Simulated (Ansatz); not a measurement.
W:
```
CELL_PARAMETERS angstrom
      5.03231     0.00000     0.00000
      0.00000     5.03231     0.00000
      0.00000     0.00000     5.03231
ATOMIC_POSITIONS crystal
  W  0.00000 0.00000 0.00000
  W  0.50000 0.50000 0.50000
  W  0.00000 0.50000 0.25000
  W  0.00000 0.50000 0.75000
  W  0.25000 0.00000 0.50000
  W  0.75000 0.00000 0.50000
  W  0.50000 0.75000 0.00000
  W  0.50000 0.25000 0.00000
```

Relaxed with PBEsol. Special points in fractions of this cell's reciprocal vectors: Γ (0.000, 0.000, 0.000); X (0.000, 0.500, 0.000); M (0.500, 0.500, 0.000); R (0.500, 0.500, 0.500).

Problem. List the band energies nearest the Fermi level at these points for the program Ansatz at the PBEsol with spin–orbit coupling level (PAW).

Solution. In eV from the Fermi level; about four levels below and three above (degenerate sets whole), none deeper than 8.9 eV; points with the same levels are listed once.

```tsv
k	below	above
Γ	-0.73 -0.73 -0.73 -0.73 -0.26 -0.26	1.49 1.49 1.49 1.49
X	-1.05 -1.05 -1.05 -1.05	0.43 0.43 0.43 0.43
M	-1.20 -1.20 -0.96 -0.96	0.18 0.18 0.18 0.18
R	-1.47 -1.47 -1.47 -1.47 -1.47 -1.47 -1.47 -1.47	1.19 1.19 1.19 1.19 1.19 1.19 1.19 1.19
```

Space group Pm-3n (A15 (β-W type)). The workflow started from an entry of the Crystallography Open Database (COD), which files this formula under 6 space groups. It is not the phase usual at ambient conditions (space group No. 229). The cell was relaxed with PBEsol under the symmetry of its start; of distortions, only those at the zone centre were tested. The run is not spin-polarised.

Potentials: the earlier of the program's two PAW sets.
